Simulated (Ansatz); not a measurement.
**SbAs (R-3m), a vibration from a frozen displacement**

Computed with Ansatz, DFT PBEsol, scalar-relativistic, plane waves, PAW. The runs took a 420 eV cutoff, a Γ-centred 12×12×12 mesh and Gaussian smearing (0.15 eV). Spin–orbit coupling is left out, which matters for the heavy elements here. No spin polarisation. Energies are free energies at this smearing, counted from the undisturbed cell; pressure is positive in compression.

The starting cell (as given, not relaxed at this level; it stands at -4.1 GPa, and it needn't be the usual structure):

```xyz
2
Lattice="2.0127 1.1621 3.6123 -2.0127 1.1621 3.6123 0.0000 -2.3241 3.6123" Properties=species:S:1:pos:R:3 pbc="T T T"
Sb    0.0000    0.0000    5.4185
As    0.0000    0.0000    0.0000
```

Every Sb atom is moved by x along the Cartesian unit vector (0.707, -0.707, 0.000); the cell and all other atoms stay fixed. The cell's volume is 50.69 Å³; the moved atoms weigh 121.760 u together and the others 74.922 u. Some rows repeat others by symmetry and weren't run.

```
  x (Å)  ΔE (meV/cell) total force on the moved atoms along the move (eV/Å) pressure (GPa)
-0.3000         -40.84                                                0.0723         -2.2041
-0.2625         -41.08                                               -0.0547         -2.6067
-0.2250         -37.12                                               -0.1508         -2.9670
-0.1875         -30.22                                               -0.2111         -3.2849
-0.1500         -21.78                                               -0.2321         -3.5586
-0.0750          -6.24                                               -0.1598         -3.9531
 0.0000           0.00                                                0.0000         -4.0922
 0.0750          -6.24                                                0.1598         -3.9531
 0.1500         -21.78                                                0.2321         -3.5586
 0.1875         -30.22                                                0.2111         -3.2849
 0.2250         -37.12                                                0.1508         -2.9670
 0.2625         -41.08                                                0.0547         -2.6067
 0.3000         -40.84                                               -0.0723         -2.2041
```

Problem. What frequency belongs to this motion?

Solution. The force constant is k = −dF/dx = -2.131 eV/Å², from the parabola through x = -0.0750, 0 and 0.0750. In every cell the moved atoms swing against the rest, so the mass is μ = m₁m₂/(m₁ + m₂) = 46.382 u, and ν̃ = 521.5 cm⁻¹ × √(|k|/μ) = 112i cm⁻¹, at this cell's pressure of -4.1 GPa. Steps this long are already anharmonic: the energies of the same points give k = -2.218 eV/Å², so the harmonic k is uncertain by that gap or more. To first order in x, and within 1 %, the force on every atom lies along the move and, within each of the two groups, in proportion to the atom's mass, so this is itself a mode at the zone centre of this cell.

Problem. Where does the displacement stop?

Solution. The energy turns up again: a parabola through the lowest point and its two neighbours puts the minimum at x ≈ -0.28 Å, 41 meV a cell below the start. A quartic well E = kx²/2 + bx⁴ through that position would be −kx₀²/4 = 42 meV deep. For scale, k_BT is 26 meV at 300 K, but cells are coupled, so the depth doesn't fix a transition temperature; relaxing the other atoms and the cell can only lower the minimum further below this start.

In a metal these slopes depend on the k mesh and the smearing.